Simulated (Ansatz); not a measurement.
All numbers below come from DFT PBE, scalar-relativistic, plane waves, PAW in Ansatz. Settings: cutoff 420 eV, Γ-centred meshes spaced at most about 0.3 Å⁻¹, and about 0.25 Å⁻¹ or finer for metals (2π included), Gaussian smearing. No spin polarisation in the final relaxations.

All energies are static (0 K, no zero-point motion).

Compare these two cells of CdTeSe₄, each relaxed at this level.

A.

```xyz
6
Lattice="4.7635 0.0000 0.0000 -2.3817 4.1253 0.0000 0.0000 0.0000 7.3276" Properties=species:S:1:pos:R:3 pbc="T T T"
Cd    0.0000    0.0000    0.0000
Te    0.0000    0.0000    3.6638
Se    0.0000    2.7502    5.4944
Se    2.3817    1.3751    5.4944
Se    2.3817    1.3751    1.8332
Se    0.0000    2.7502    1.8332
```

B.

```xyz
6
Lattice="3.8277 0.0000 0.0000 0.0000 3.8277 0.0000 0.0000 0.0000 10.9569" Properties=species:S:1:pos:R:3 pbc="T T T"
Cd    0.0000    0.0000    5.4785
Te    0.0000    0.0000    0.0000
Se    1.9139    1.9139    4.0114
Se    1.9139    1.9139    9.3952
Se    1.9139    1.9139    1.5618
Se    1.9139    1.9139    6.9455
```

Problem. Which form is favoured at zero pressure, and by what margin per atom?

Solution. B is lower, by 247 meV/atom. A has space group P6/mmm (No. 191), 24.0 Å³/atom and no gap on its mesh; B has space group P4/mmm (No. 123), 26.8 Å³/atom and no gap. Counting Se or Te atoms around Cd (for each partner element, those within 1.25 times its shortest distance or 1.15 times the sum of covalent radii, where it is the nearest in units of that sum or under 1.3; the shortest distance is added where it is long for a bond), A has Cd 14 from 3.3 Å and B has Cd 8. B holds Se–Se pairs (shortest 2.45 Å); in A the shortest Se–Se distance is 2.75 Å, near bonding range too. The lower one is the more open, so pressure narrows the difference. Even the lower one lies +0.13 eV/atom against the reference forms of the elements (uncorrected), so neither is stable at this level. Both come from invented guesses.

Spin–orbit coupling, which can matter for Te, is left out. Cells relaxed within their symmetry can be saddle points.
